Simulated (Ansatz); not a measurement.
Theory: DFT PBE, scalar-relativistic, plane waves, PAW, and for the lanthanide a 4f-in-core norm-conserving potential, in Ansatz 0.2.0. Settings: cutoff 690 eV, Γ-centred meshes spaced at most about 0.3 Å⁻¹, and about 0.25 Å⁻¹ or finer for metals (2π included), Gaussian smearing. No spin polarisation in the final relaxations.

These are static total energies at zero pressure. All come from trial cells, and lower structures may exist.

Question: Which of these relaxed structures of SmO3 is the lowest in energy?
A.

```cif
data_structure
_symmetry_space_group_name_H-M 'P4/mmm'
_symmetry_Int_Tables_number 123
_cell_length_a 3.5250
_cell_length_b 3.5250
_cell_length_c 4.4398
_cell_angle_alpha 90.000
_cell_angle_beta 90.000
_cell_angle_gamma 90.000
_cell_volume 55.17
loop_
_atom_site_label
_atom_site_type_symbol
_atom_site_symmetry_multiplicity
_atom_site_Wyckoff_symbol
_atom_site_fract_x
_atom_site_fract_y
_atom_site_fract_z
_atom_site_occupancy
Sm1 Sm 1 a 0.00000 0.00000 0.00000 1
O1 O 2 h 0.50000 0.50000 0.83350 1
O2 O 1 b 0.00000 0.00000 0.50000 1
```

B.

```cif
data_structure
_symmetry_space_group_name_H-M 'Pm-3m'
_symmetry_Int_Tables_number 221
_cell_length_a 3.5482
_cell_length_b 3.5482
_cell_length_c 3.5482
_cell_angle_alpha 90.000
_cell_angle_beta 90.000
_cell_angle_gamma 90.000
_cell_volume 44.67
loop_
_atom_site_label
_atom_site_type_symbol
_atom_site_symmetry_multiplicity
_atom_site_Wyckoff_symbol
_atom_site_fract_x
_atom_site_fract_y
_atom_site_fract_z
_atom_site_occupancy
Sm1 Sm 1 a 0.00000 0.00000 0.00000 1
O1 O 3 c 0.00000 0.50000 0.50000 1
```

C.

```cif
data_structure
_symmetry_space_group_name_H-M 'P-6m2'
_symmetry_Int_Tables_number 187
_cell_length_a 4.0938
_cell_length_b 4.0938
_cell_length_c 4.4693
_cell_angle_alpha 90.000
_cell_angle_beta 90.000
_cell_angle_gamma 120.000
_cell_volume 64.87
loop_
_atom_site_label
_atom_site_type_symbol
_atom_site_symmetry_multiplicity
_atom_site_Wyckoff_symbol
_atom_site_fract_x
_atom_site_fract_y
_atom_site_fract_z
_atom_site_occupancy
Sm1 Sm 1 b 0.00000 0.00000 0.50000 1
O1 O 1 a 0.00000 0.00000 0.00000 1
O2 O 2 h 0.33333 0.66667 0.66520 1
```

D.

```cif
data_structure
_symmetry_space_group_name_H-M 'Im-3m'
_symmetry_Int_Tables_number 229
_cell_length_a 4.6856
_cell_length_b 4.6856
_cell_length_c 4.6856
_cell_angle_alpha 90.000
_cell_angle_beta 90.000
_cell_angle_gamma 90.000
_cell_volume 102.87
loop_
_atom_site_label
_atom_site_type_symbol
_atom_site_symmetry_multiplicity
_atom_site_Wyckoff_symbol
_atom_site_fract_x
_atom_site_fract_y
_atom_site_fract_z
_atom_site_occupancy
Sm1 Sm 2 a 0.00000 0.00000 0.00000 1
O1 O 6 b 0.50000 0.00000 0.00000 1
```

Answer: C. It has space group P-6m2 (No. 187); the next, A, with space group P4/mmm (No. 123), lies 41 meV/atom higher. Counting O atoms around Sm (those within 1.25 times the shortest such distance or 1.15 times the sum of covalent radii, 1.27 where that leaves under three; a plus sign parts nearer from farther groups), the lowest has Sm 2+6 and the next has Sm 2+8. The lowest and the next both hold O–O pairs.

In P-6m2, P4/mmm, Im-3m, Pm-3m an odd number of valence electrons (the lanthanide is held trivalent, its 4f shell in the core) allows no gap without spin; another valence of the lanthanide, a larger cell or a magnetic state could open one. A magnetic state wasn't ruled out in cells without spin, among them P-6m2, P4/mmm, Pm-3m. Cells relaxed within their symmetry can be saddle points. Some types were kept out of the candidates beforehand, so the set may lack a known form.

The lanthanide is trivalent by construction, without f bands, f moments or other valences.
